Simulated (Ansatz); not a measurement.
## Perovskite alloy of SrTiO3 and BaTiO3 (5 of 8 Sr sites exchanged), 40 atoms

Ansatz, PAW, plane waves. PBEsol relaxation of volume and atoms (shape held) at the single k point (¼, ¼, ¼) without its symmetry partners; single points on the relaxed atoms at the single k point (¼, ¼, ¼) without its symmetry partners, onto which points of the small cell's zone fold. Arrangement: unlike neighbours preferred. No spin–orbit coupling unless named.

Relaxed structure:

```
Ba Sr Ti O
1.0
     7.88845    0.00000    0.00000
     0.00000    7.88845    0.00000
     0.00000    0.00000    7.88845
Ba Sr Ti O
5 3 8 24
Cartesian
  7.8804 0.0011 0.0002
  7.8806 3.9451 3.9441
  3.9364 0.0008 3.9443
  3.9362 3.9450 7.8883
  3.9365 3.9450 3.9442
  7.8798 0.0007 3.9440
  7.8805 3.9445 0.0002
  3.9364 0.0003 7.8878
  1.9540 1.9238 1.9356
  1.9852 1.9376 5.8971
  1.9244 5.8859 1.9243
  1.9601 5.9012 5.8863
  5.9147 1.9862 2.0021
  5.9460 2.0049 5.9639
  5.8852 5.9497 1.9891
  5.9213 5.9667 5.9507
  1.9496 1.9852 0.0157
  1.9401 1.9635 3.9630
  1.9670 5.9431 0.0220
  1.9476 5.9557 3.9696
  5.9050 1.9480 7.8672
  5.9243 1.9370 3.9198
  5.9218 5.9080 7.8738
  5.9317 5.9267 3.9265
  7.8844 1.9716 1.9619
  7.8647 1.9594 5.9179
  0.0087 5.9319 1.9708
  7.8757 5.9206 5.9261
  3.9399 1.9543 1.9481
  3.9182 1.9466 5.9342
  3.9554 5.9451 1.9541
  3.9319 5.9367 5.9406
  1.9660 0.0232 1.9822
  1.9539 0.0145 5.9409
  1.9534 3.9722 1.9673
  1.9348 3.9618 5.9536
  5.9206 7.8781 1.9505
  5.9071 7.8684 5.9064
  5.9379 3.9309 1.9357
  5.9206 3.9197 5.9232
```

Q: What are the mean bond lengths by pair (pairs within 1.2 times the sum of covalent radii, less contacts 15 % beyond the pair's median; cation–cation pairs of compounds aside; long ionic contacts are cut short by that bound)?

A: Ba–O 2.795 ± 0.017 Å (standard deviation, 60 bonds); O–Sr 2.779 ± 0.019 Å (standard deviation, 36 bonds); O–Ti 1.973 ± 0.049 Å (standard deviation, 48 bonds).

Q: What gap lies between the top filled and the lowest empty level in the single points?

A: r²SCAN 3.02 eV (42 s on 2 threads of EPYC 7R13). Away from Γ this isn't the crystal's band gap.
